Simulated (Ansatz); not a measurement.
A geometry of Ge$_{2}$Sb$_{2}$Te$_{5}$ away from equilibrium: step 2 of the relaxation of a generated trial cell of Ge2Sb2Te5 in the Ge2Sb2Te5-Kooi structure type. Method: PBEsol (plane waves to 420 eV, PAW, scalar-relativistic; Ansatz, a first-principles code). Γ-centred k-mesh 6×6×2 on the run's cell (coarser than for final values), Fermi–Dirac smearing 0.05 eV. The plane waves were selected for a different cell earlier on the path.

```
CELL_PARAMETERS angstrom
      4.23065     0.00000     0.00000
     -2.11533     3.66385     0.00000
      0.00000     0.00000    16.68245
ATOMIC_POSITIONS crystal
  Te 0.00000 0.00000 0.00000
  Ge 0.66667 0.33333 0.09581
  Ge 0.33333 0.66667 0.90419
  Te 0.33333 0.66667 0.19377
  Te 0.66667 0.33333 0.80623
  Sb 0.00000 0.00000 0.31907
  Sb 0.00000 0.00000 0.68093
  Te 0.66667 0.33333 0.41756
  Te 0.33333 0.66667 0.58244
```

Question: Give the Cartesian forces on all atoms (eV/Å).

Answer: 
```json
[
 {"atom": "Te1", "Fx": "0.00", "Fy": "0.00", "Fz": "0.00"},
 {"atom": "Ge2", "Fx": "0.00", "Fy": "0.00", "Fz": "0.34"},
 {"atom": "Ge3", "Fx": "0.00", "Fy": "0.00", "Fz": "-0.34"},
 {"atom": "Te4", "Fx": "0.00", "Fy": "0.00", "Fz": "0.29"},
 {"atom": "Te5", "Fx": "0.00", "Fy": "0.00", "Fz": "-0.29"},
 {"atom": "Sb6", "Fx": "0.00", "Fy": "0.00", "Fz": "-0.66"},
 {"atom": "Sb7", "Fx": "0.00", "Fy": "0.00", "Fz": "0.66"},
 {"atom": "Te8", "Fx": "0.00", "Fy": "0.00", "Fz": "0.39"},
 {"atom": "Te9", "Fx": "0.00", "Fy": "0.00", "Fz": "-0.39"}
]
```

The path ends in P-3m1 (No. 164). No spin polarisation in the result.

The run could not lose the symmetry of its start.

The first start was generated by placing the elements on the sites of a structure type. Materials Project lists a structure of Ge2Sb2Te5 in the same space group, P-3m1 (No. 164); the sites were not compared with it, nor with measured phases.
